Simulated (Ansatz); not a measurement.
The relaxation started from an entry of Materials Project.

The end point of a relaxation of PtI3. Space group C2/c (No. 15). Method: r2SCAN (plane waves to 500 eV, PAW, scalar-relativistic; Ansatz, a program for electronic structure).

```cif
data_I12Pt4
_chemical_formula_sum 'Pt4 I12'
_space_group_name_H-M_alt 'P 1'
_space_group_IT_number 1
_cell_length_a 7.04477
_cell_length_b 7.04477
_cell_length_c 13.46367
_cell_angle_alpha 95.651
_cell_angle_beta 95.651
_cell_angle_gamma 120.683
loop_
_space_group_symop_operation_xyz
  'x, y, z'
loop_
_atom_site_label
_atom_site_type_symbol
_atom_site_fract_x
_atom_site_fract_y
_atom_site_fract_z
_atom_site_occupancy
Pt1 Pt 0.90320 0.09680 0.75000 1
Pt2 Pt 0.09680 0.90320 0.25000 1
Pt3 Pt 0.00000 0.50000 0.00000 1
Pt4 Pt 0.50000 0.00000 0.50000 1
I1 I 0.93123 0.80988 0.85947 1
I2 I 0.06877 0.19012 0.14053 1
I3 I 0.19012 0.06877 0.64053 1
I4 I 0.80988 0.93123 0.35947 1
I5 I 0.35118 0.84320 0.12055 1
I6 I 0.64882 0.15680 0.87945 1
I7 I 0.15680 0.64882 0.37945 1
I8 I 0.84320 0.35118 0.62055 1
I9 I 0.44863 0.24418 0.37694 1
I10 I 0.55137 0.75582 0.62306 1
I11 I 0.75582 0.55137 0.12306 1
I12 I 0.24418 0.44863 0.87694 1
```

### Question
What band gap does r2SCAN give?

### Answer
0.47 eV, direct at Y (no spin-orbit coupling).

No spin polarisation in the result. Spin-orbit coupling is missing; with elements this heavy it can move band edges by tenths of an eV or more.

The run could not lose the symmetry of its start.
